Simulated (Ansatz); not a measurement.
All numbers below come from DFT PBE, scalar-relativistic, plane waves, PAW in Ansatz 0.2.0. All cells share a 420 eV cutoff and Γ-centred k meshes spaced at most about 0.3 Å⁻¹ (2π included). No spin polarisation in the final relaxations.

All energies are static (0 K, no zero-point motion).

Two forms of Al₃BAs₄ were relaxed alike.

1.

```cif
data_structure
_symmetry_space_group_name_H-M 'Pmm2'
_symmetry_Int_Tables_number 25
_cell_length_a 3.8600
_cell_length_b 7.7969
_cell_length_c 5.5556
_cell_angle_alpha 90.000
_cell_angle_beta 90.000
_cell_angle_gamma 90.000
_cell_volume 167.20
loop_
_atom_site_label
_atom_site_type_symbol
_atom_site_symmetry_multiplicity
_atom_site_Wyckoff_symbol
_atom_site_fract_x
_atom_site_fract_y
_atom_site_fract_z
_atom_site_occupancy
Al1 Al 1 a 0.00000 0.00000 0.99615 1
Al2 Al 2 h 0.50000 0.73156 0.50150 1
B1 B 1 b 0.00000 0.50000 0.01076 1
As1 As 2 g 0.00000 0.27735 0.22938 1
As2 As 1 c 0.50000 0.00000 0.72760 1
As3 As 1 d 0.50000 0.50000 0.80373 1
```

2.

```cif
data_structure
_symmetry_space_group_name_H-M 'P3m1'
_symmetry_Int_Tables_number 156
_cell_length_a 3.8819
_cell_length_b 3.8819
_cell_length_c 12.9625
_cell_angle_alpha 90.000
_cell_angle_beta 90.000
_cell_angle_gamma 120.000
_cell_volume 169.16
loop_
_atom_site_label
_atom_site_type_symbol
_atom_site_symmetry_multiplicity
_atom_site_Wyckoff_symbol
_atom_site_fract_x
_atom_site_fract_y
_atom_site_fract_z
_atom_site_occupancy
Al1 Al 1 b 0.33333 0.66667 0.50063 1
Al2 Al 1 c 0.66667 0.33333 0.23968 1
Al3 Al 1 c 0.66667 0.33333 0.76173 1
B1 B 1 b 0.33333 0.66667 0.00599 1
As1 As 1 b 0.33333 0.66667 0.16840 1
As2 As 1 b 0.33333 0.66667 0.69103 1
As3 As 1 c 0.66667 0.33333 0.42991 1
As4 As 1 c 0.66667 0.33333 0.95463 1
```

**Question.** Which form is favoured at zero pressure, and by what margin per atom?

**Answer.** Cell 1 is lower, by 55 meV/atom. Cell 1 has Al and B ordered on zinc blende sites, space group Pmm2 (No. 25), 20.9 Å³/atom and a gap of 0.87 eV on its mesh; cell 2 has Al and B ordered on wurtzite sites, space group P3m1 (No. 156), 21.1 Å³/atom and a gap of 0.15 eV. Counting As atoms around Al and B (those within 1.25 times the shortest such distance or 1.15 times the sum of covalent radii; a plus sign parts nearer from farther groups), cell 1 has Al 4, B 4 and cell 2 has Al 4, B 1+3. In cell 1, around Al on a site of symmetry mm2 lie 4 As at 2.44–2.52 Å; around B lie 2 As at 2.12 Å and 2 As at 2.25 Å; As on a site of symmetry m is surrounded by 1 B at 2.12 Å and 3 Al at 2.45–2.52 Å; 3 more sites not described. In cell 2, around Al on its first site lie 4 As at 2.42–2.47 Å; around B lie 1 As at 2.11 Å and 3 As at 2.34 Å; As on its first site is surrounded by 1 B at 2.11 Å and 3 Al at 2.42 Å; 5 more sites not described. Both come from invented guesses. A third cell relaxed alike, in I-42m, lies 27 meV/atom below the lower of the two.

Kohn–Sham gaps at this level usually fall short of measured ones. Cells relaxed within their symmetry can be saddle points.
